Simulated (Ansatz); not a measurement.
NaI:
```yaml
crystal:
  lattice:
    - [0.00000, 3.26400, 3.26400]
    - [3.26400, 0.00000, 3.26400]
    - [3.26400, 3.26400, 0.00000]
  atoms:
    - { symbol: Na, position: [0.00000, 0.00000, 0.00000] }
    - { symbol: I, position: [0.50000, 0.50000, 0.50000] }
```

Cartesian axes are those of the cell as given.

### Question
Give the high-frequency dielectric tensor and the Born effective charge tensors of the independent atoms from DFPT, the program Ansatz at the PBE level (PAW).

### Answer

ε∞:
```
3.33  0.00  0.00
0.00  3.33  0.00
0.00  0.00  3.33
```
Z* of atom 1 (Na), rows: field, columns: displacement, in e:
```
1.21  0.00  0.00
0.00  1.21  0.00
0.00  0.00  1.21
```
Z* of atom 2 (I), rows: field, columns: displacement, in e:
```
-1.21   0.00   0.00
 0.00  -1.21   0.00
 0.00   0.00  -1.21
```

Static charges for comparison (Bader): Na1 +0.86, I2 -0.86 e. Born charges measure polarisation by displacement and can exceed these by far.

Space group Fm-3m (rock salt). The PBE relaxation kept the symmetry of its start. Scalar-relativistic: spin–orbit coupling is off unless named, which matters more the heavier the elements.

Potentials: the later of the program's two PAW sets.
